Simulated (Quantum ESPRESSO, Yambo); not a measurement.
SiO2 (space group R32, No. 155). The geometry is that of Materials Project entry mp-546546, symmetrised and not relaxed again. Chain: norm-conserving PBEsol (Quantum ESPRESSO, 84 Ry, without SOC); G0W0 in Yambo (2×2×2 Γ-centred k mesh, 262 bands and a 8 Ry block in the screening, 262 bands in G with the Bruneval-Gonze terminator, plasmon pole fitted at 27.2 eV); BSE (6×6×6 mesh, 11 valence and 3 conduction bands, static screening with 76 bands and a 3 Ry block, scissor 3.01 eV, Tamm-Dancoff).

The PBEsol gap (dense path) is 5.76 eV and the PBEsol gap Γ → Γ on the GW mesh is 5.78 eV. The PBEsol smallest direct gap on the GW mesh, at Γ comes out as 5.78 eV, the G0W0 direct gap at that point is 8.79 eV and the G0W0 correction to the gap Γ → Γ comes out as 3.01 eV. The direct gap on the BSE mesh, with the scissor comes out as 8.79 eV and the first BSE state allowed for light along x is 7.71 eV. The lowest BSE state comes out as 7.54 eV. The binding of the lowest exciton comes out as 1.24 eV. The RPA electronic dielectric constant along x is 2.04 (4×4×4 mesh, PBEsol bands).

Rough cost of the Yambo steps against G0W0 for 8 states: BSE about 9×, one RPA spectrum about 1/3.

Nearest settings tried, and what they do to the gap: 166 bands in W, 166 bands in G: -6 meV; 7 Ry block (311 vectors against 389): -52 meV. Not varied: mesh. So the settings aren't converged at that level. The k mesh is coarse. The BSE states are vertical excitations (zero momentum). Convergence of the RPA response with its 4×4×4 mesh was not tested. Convergence of the binding with the mesh was not shown. Axes are Cartesian, with cell vectors (Å) (3.98, 2.30, 2.62), (-3.98, 2.30, 2.62), (0.00, -4.59, 2.62).

This is not the ordinary phase of the substance; no match was found in the copy of COD used, and its stability was not checked.
